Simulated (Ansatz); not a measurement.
WN2:
```
CELL_PARAMETERS angstrom
      2.87783     0.00000     0.00000
     -1.43892     2.49227     0.00000
      0.00000     0.00000     3.86725
ATOMIC_POSITIONS crystal
  W  0.66667 0.33333 0.50000
  N  0.00000 0.00000 0.81951
  N  0.00000 0.00000 0.18049
```

Relaxed with LDA.

Which orbitals make up the states near the band edges in DFT-LDA in the program Ansatz with PAW potentials?

Top 1 eV of the valence band: W 5d 54 %, N 2p 43 %. Bottom 1 eV of the conduction band: W 5d 63 %, N 2p 25 %, N 2s 7 %. Projections are on Löwdin-orthogonalised atomic valence shells; empty p or d shells of many metals are not among them.

Tabulate the density of states.

States/eV per cell of 3 atoms, in 0.25 eV bins, energy from the valence-band maximum.

```csv
E (eV),total,W 5d,N 2p,N 2s
-7.87,1.21,0.28,0.83,0.05
-7.62,1.02,0.23,0.71,0.04
-7.37,0.93,0.20,0.66,0.03
-7.12,0.94,0.19,0.68,0.03
-6.87,1.12,0.22,0.82,0.03
-6.62,1.56,0.32,1.17,0.03
-6.37,1.57,0.30,1.20,0.02
-6.12,1.58,0.37,1.17,0.02
-5.87,2.03,0.47,1.52,0.01
-5.62,1.28,0.30,0.91,0.02
-5.37,0.93,0.26,0.59,0.02
-5.12,0.77,0.26,0.44,0.02
-4.87,0.90,0.30,0.52,0.02
-4.62,1.18,0.40,0.68,0.02
-4.37,1.28,0.44,0.74,0.02
-4.12,0.96,0.35,0.55,0.02
-3.87,0.81,0.32,0.45,0.01
-3.62,0.59,0.27,0.30,0.01
-3.37,0.56,0.27,0.28,0.00
-3.12,1.08,0.47,0.56,0.02
-2.87,1.59,0.71,0.80,0.03
-2.62,1.83,0.90,0.83,0.04
-2.37,2.59,1.17,1.24,0.07
-2.12,2.45,1.32,0.95,0.10
-1.87,2.52,1.65,0.72,0.10
-1.62,1.58,0.96,0.54,0.05
-1.37,0.94,0.48,0.42,0.02
-1.12,0.61,0.27,0.32,0.01
-0.87,0.27,0.14,0.12,0.00
-0.62,0.14,0.08,0.05,0.00
-0.37,0.08,0.04,0.03,0.00
-0.12,0.02,0.01,0.01,0.00
0.13,0.00,0.00,0.00,0.00
0.38,0.00,0.00,0.00,0.00
0.63,0.00,0.00,0.00,0.00
0.88,0.00,0.00,0.00,0.00
1.13,0.00,0.00,0.00,0.00
1.38,0.37,0.23,0.10,0.04
1.63,1.03,0.67,0.23,0.09
1.88,1.31,0.83,0.33,0.09
2.13,1.99,1.23,0.54,0.12
2.38,2.01,1.24,0.55,0.13
2.63,1.75,1.17,0.41,0.10
2.88,1.31,0.93,0.27,0.07
3.13,1.22,0.91,0.22,0.06
3.38,1.23,0.93,0.18,0.07
3.63,2.06,1.51,0.33,0.15
3.88,2.36,1.65,0.40,0.20
4.13,1.57,0.93,0.35,0.18
4.38,2.01,1.13,0.53,0.23
4.63,2.27,1.20,0.72,0.22
4.88,1.89,1.03,0.48,0.25
5.13,1.93,1.04,0.45,0.31
5.38,1.53,0.80,0.39,0.24
5.63,0.93,0.45,0.28,0.11
5.88,0.74,0.32,0.26,0.06
```

Space group P-6m2. The workflow started from a Materials Project entry (that database holds measured and hypothetical structures alike); the Crystallography Open Database copy checked does not list it. Whether it is the stable phase at ambient conditions was not checked. The LDA relaxation kept the symmetry of its start; its stability against distortions is not shown here. The run is not spin-polarised. Scalar-relativistic: spin–orbit coupling is off unless named, which matters more the heavier the elements.

Potentials: the later of the program's two PAW sets.
